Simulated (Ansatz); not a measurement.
# MgRh: from a starting cell to a relaxed one

The start is a generated trial cell of MgRh in the AFLOW prototype AB_cF8_225_a_b (B1, as in NaCl). The structure is fully relaxed (lattice and positions, P = 0) with PBE (plane waves to 420 eV, PAW, scalar-relativistic; Ansatz, an electronic-structure program). The first steps use a coarse 11×11×11 k-mesh.

Input geometry:
```
CELL_PARAMETERS angstrom
      0.00000     2.45003     2.45003
      2.45003     0.00000     2.45003
      2.45003     2.45003     0.00000
ATOMIC_POSITIONS crystal
  Rh 0.00000 0.00000 0.00000
  Mg 0.50000 0.50000 0.50000
```

Task: How large is the pressure on the unrelaxed cell, and of which sign?

Result: +18.6 GPa (positive: the cell is compressed).

Task: By how much does the energy per atom fall from start to end?

Result: 0.13 eV/atom.

Task: How does the volume per atom move from start to end?

Result: +17.0 %, from 14.71 to 17.21 Å³/atom.

Task: How do the shortest distances between atoms change?

Result: The closest pairs of elements (up to four, under 3.6 Å), start → end: Mg–Rh 2.45 → 2.58 Å; Rh–Rh 3.46 → 3.65 Å; Mg–Mg 3.46 → 3.65 Å.

Task: What band gap does the relaxed structure have at this level?

Result: No gap (metallic).

Task: Give the final cell and atomic positions.

Result: 
```cif
data_Mg4Rh4
_chemical_formula_sum 'Rh4 Mg4'
_space_group_name_H-M_alt 'Fm-3m'
_space_group_IT_number 225
_space_group_name_Hall '-F 4 2 3'
_cell_length_a 5.16334
_cell_length_b 5.16334
_cell_length_c 5.16334
_cell_angle_alpha 90.000
_cell_angle_beta 90.000
_cell_angle_gamma 90.000
loop_
_atom_site_label
_atom_site_type_symbol
_atom_site_symmetry_multiplicity
_atom_site_Wyckoff_symbol
_atom_site_fract_x
_atom_site_fract_y
_atom_site_fract_z
_atom_site_occupancy
Rh1 Rh 4 a 0.00000 0.00000 0.00000 1
Mg1 Mg 4 b 0.50000 0.50000 0.50000 1
```
(The calculation used a cell of 2 atoms; values per cell refer to that cell.)

The space group stays Fm-3m (No. 225) (the run could not lower it); the end is rock salt type, with 2 atoms in the primitive cell. Final values are on a 16×16×16 k-mesh of the relaxed cell. No spin polarisation in the result.

The run could not lose the symmetry of its start, so the end can be a saddle point.

All atoms sit on sites fixed by symmetry, so only the cell could relax.

The relaxed structure here is a generated cell of MgRh: the first start was made by placing the elements on the sites of a structure type, and the end was not matched to a known phase here, so it may be hypothetical.
